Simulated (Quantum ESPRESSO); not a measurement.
Inputs of pw.x and gipaw.x (a modified build of Quantum ESPRESSO, PBE) for AlP; the starting potential comes from an earlier run on another mesh:

```
&CONTROL
  calculation = 'scf'
  prefix = 'x'
  pseudo_dir = './pseudo'
  outdir = './out'
  tprnfor = .true.
/
&SYSTEM
  ibrav = 0
  nat = 2
  ntyp = 2
  ecutwfc = 40
  ecutrho = 160
  occupations = 'fixed'
  nbnd = 4
/
&ELECTRONS
  conv_thr = 1e-11
  startingpot = 'file'
/
ATOMIC_SPECIES
Al 26.982 Al.GGA_PBE-JTH.UPF
P 30.974 P.GGA_PBE-JTH.UPF
CELL_PARAMETERS angstrom
    0.000000000000     2.736485000000     2.736485000000
    2.736485000000     0.000000000000     2.736485000000
    2.736485000000     2.736485000000     0.000000000000
ATOMIC_POSITIONS crystal
Al     0.000000000000     0.000000000000     0.000000000000
P      0.750000000000     0.750000000000     0.750000000000
K_POINTS automatic
8 8 8 1 1 1
```

```
&INPUTGIPAW
  job = 'nmr'
  prefix = 'x'
  tmp_dir = './out/'
  restart_mode = 'from_scratch'
  pawproj(1) = .true.
  pawproj(2) = .true.
  use_nmr_macroscopic_shape = .false.
/
```

The geometry is a computed Materials Project entry, not a measured one. It is AlP in F-43m. Stability against distortions was not tested.

Q: Predict the shielding tensors that the run ends with.

A: 
```
     Total NMR chemical shifts in ppm: ---------------------------------------
     (adopting the Simpson convention for anisotropy and asymmetry)-----------

     Atom  1  Al  pos: (  0.000000  0.000000  0.000000)  Total sigma:         414.14
           414.1361          0.0000         -0.0000
             0.0000        414.1361         -0.0000
            -0.0000          0.0000        414.1361

     Al      1    anisotropy:      0.00    eta:    0.0000
     Al      1    sigma_11=    414.14
     Al      1    sigma_22=    414.14
     Al      1    sigma_33=    414.14

     Atom  2  P   pos: (  1.060660  1.060660  1.060660)  Total sigma:         471.34
           471.3403          0.0000          0.0000
            -0.0000        471.3403          0.0000
             0.0000         -0.0000        471.3403

     P       2    anisotropy:      0.00    eta:    0.0000
     P       2    sigma_11=    471.34
     P       2    sigma_22=    471.34
     P       2    sigma_33=    471.34
```
The printed anisotropy is 3/2 (σ_33 − σ_iso) in the program's own order; the axes are left out here. All sites are cubic, so the anisotropy vanishes by symmetry. These are absolute shieldings with no macroscopic susceptibility term; δ = σ_ref − σ needs a reference computed alike. By our sweeps, such settings leave a few ppm in absolute σ. The datasets of Al, P hold no d projectors, which limits absolute σ on these atoms.
